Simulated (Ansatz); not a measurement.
Equation of state of B2Ru

A database entry relaxed whole under r2SCAN (Pmmn):

```
B Ru
1.0
     2.87152    0.00000    0.00000
     0.00000    4.64014    0.00000
     0.00000    0.00000    4.03975
B Ru
4 2
Direct
  0.00000 0.80381 0.36281
  0.00000 0.19619 0.36281
  0.50000 0.30381 0.63719
  0.50000 0.69619 0.63719
  0.00000 0.00000 0.84722
  0.50000 0.50000 0.15278
```

The cell was scaled uniformly, its shape held, and the atoms relaxed at each volume with plane-wave PAW DFT (Ansatz 0.2.0; r2SCAN, 500 eV, 10×7×7 Γ-centred mesh, fermi-dirac occupations of width 0.100 eV; no spin, no spin-orbit coupling). One row is withheld.

```tsv
volume (Å³/atom)	energy over the lowest (meV/atom)	pressure (GPa)
8.433	33.5	21.12
8.612	14.3	13.31
8.792	3.4	6.30
8.971	0.0	0.01
9.151	3.3	-5.66
9.330	?	?
9.509	27.2	-15.28
```

Question: Fit the pressures of the other rows to the third-order Birch-Murnaghan form.

Answer: With f = [(V₀/V)^(2/3) − 1]/2 and P = 3B₀f(1 + 2f)^(5/2)[1 + 3(B₀′ − 4)f/2], least squares gives V₀ = 8.97 Å³ an atom, B₀ = 298 GPa and B₀′ = 4.4; the rows miss the fit by 0.01 GPa. The slope of the energies differs from these pressures by 0.05 GPa, since they are taken to zero smearing while pressures follow the free energy.

Question: What does the withheld row hold?

Answer: The fit gives -10.72 GPa at 9.330 Å³; the run gave -10.73 GPa and 12.5 meV an atom.

Caveats: the shape of the cell was held, so B₀ is an upper bound where the axes differ in stiffness; 0 K, fixed nuclei; the symmetry was kept, and this need not be the phase that is stable at 0 K; one mesh for all volumes; pressure is positive in compression.
